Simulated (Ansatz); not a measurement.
**La₆MgWO₁₂, one structure, two calculations**

Cell: a computed structure from the Materials Project (it need not be an observed phase).

Space group R-3:H (No. 148); a = 10.1700, c = 10.9191 Å, γ = 120.00°.

| site | Wyckoff | site symmetry | x | y | z |
| --- | --- | --- | --- | --- | --- |
| La | 18f | 1 | 0.9588 | 0.7372 | 0.3099 |
| Mg | 3b | -3. | 0.0000 | 0.0000 | 0.5000 |
| W | 3a | -3. | 0.0000 | 0.0000 | 0.0000 |
| O9 | 18f | 1 | 0.8629 | 0.4957 | 0.4305 |
| O11 | 18f | 1 | 0.9710 | 0.8105 | 0.6113 |

One atom of each set is listed; the run and its k-mesh use a cell of 20 atoms with edges of 6.91, 6.91, 6.91 Å.

First run. Computed with Ansatz: DFT, PBE, plane waves and PAW, scalar-relativistic, collinear spin, 420 eV cutoff, Γ-centred 4×4×4 k-points, Fermi–Dirac smearing 0.02 eV. Start moments as typed (μB): 2 on each W, none on the rest.

```
site  V_zz (10²¹ V/m²)     η  m (μB)
  La             12.22  0.77    0.01
  Mg              0.29  0.00    0.00
   W             -2.17  0.00    0.95
  O9              3.40  0.23    0.02
 O11             -1.64  0.58    0.00
```

Second run. The same atoms and settings, except that the mesh is 5×5×5 and the Fermi–Dirac smearing is 0.05 eV.

(1) What does the second run give?

Results:

(1) 

| site | V_zz | η | change of V_zz | m (μB) |
| --- | --- | --- | --- | --- |
| La | 12.21 | 0.77 | -0.01 | 0.01 |
| Mg | 0.29 | 0.00 | 0.00 | 0.00 |
| W | -1.92 | 0.00 | +0.25 | 0.95 |
| O9 | 3.41 | 0.22 | +0.01 | 0.02 |
| O11 | -1.64 | 0.58 | 0.00 | 0.00 |

The largest change of V_zz is on W, from -2.17 to -1.92. In per cent, |V_zz| changes by 0 on La, -12 on W, 0 on O (all sites that start above 2).

The largest force is 0.6 eV/Å, so the atoms aren't at the calculated equilibrium and relaxing them would move these values. Without spin–orbit coupling the gradients at and beside W can be off by some per cent, at some sites by more. Semilocal functionals make gaps too small and can close them, so the real compound need not be a metal. All moments are parallel here, as the start or the cell imposes; many such compounds order antiparallel, where fields and spin densities carried over to other atoms largely cancel. The magnetic order is the one that the run reached from its start moments, not necessarily the measured one.
